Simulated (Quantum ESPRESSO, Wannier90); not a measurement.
# Mg(AlC)2 (P-3m1): Wannier90 run

Structure: Materials Project mp-9514, symmetrised, not relaxed again. Not found in the COD (Crystallography Open Database) copy used; not checked further. Level: PBEsol, no spin polarisation, no spin-orbit coupling; pw.x of Quantum ESPRESSO at 68 Ry with PseudoDojo potentials, 6×6×4 k-points, Wannier90. Density: 12×12×6 mesh, cold smearing 0.01 Ry.

```
begin unit_cell_cart
ang
    3.3906499847    0.0000000000    0.0000000000
   -1.6953249923    2.9363890221    0.0000000000
    0.0000000000    0.0000000000    5.8237200000
end unit_cell_cart
mp_grid = 6 6 4
```

Neighbour vectors b of the finite-difference formula (Å⁻¹), by shell:

| shell | b_x | b_y | b_z |
|---|---|---|---|
| 1 | 0.00000 | 0.00000 | 0.26972 |
| 1 | 0.00000 | 0.00000 | -0.26972 |
| 2 | 0.00000 | 0.35663 | 0.00000 |
| 2 | 0.30885 | 0.17831 | 0.00000 |
| 2 | 0.00000 | -0.35663 | 0.00000 |
| 2 | 0.30885 | -0.17831 | 0.00000 |
| 2 | -0.30885 | -0.17831 | 0.00000 |
| 2 | -0.30885 | 0.17831 | 0.00000 |

Q: Find the weights w_b from the completeness condition Σ_b w_b b_α b_β = δ_αβ.

A: Shell 1: Σ b_x² = 0.000, Σ b_y² = 0.000, Σ b_z² = 0.145 Å⁻²
Shell 2: Σ b_x² = 0.382, Σ b_y² = 0.382, Σ b_z² = 0.000 Å⁻²
Each of the three diagonal sums, weighted, has to give 1 and the off-diagonal ones 0, which holds for w_1 = 6.87 Å², w_2 = 2.62 Å². Check on xx: 6.87×0.000 + 2.62×0.382 = 1.00.

On this mesh the 6 functions of bands 7-12 (bands 7-12; start: atomic waves C 2p, conv_tol = 1.0e-6) end with spreads 2.4807, 2.1160, 2.1184, 2.4807, 2.1160, 2.1184 Å², Ω_I = 13.0832 Å² and Ω_D = 0.0137 Å².

Ω_total is the sum of the spreads, 13.430 Å². Ω_OD = Ω_total − Ω_I − Ω_D = 0.333 Å². Only (Ω_D + Ω_OD)/Ω_total = 2.6 % depends on the gauge, and another start could lower the total by that share at most. The rms radius is √(Ω_total/6) = 1.50 Å.
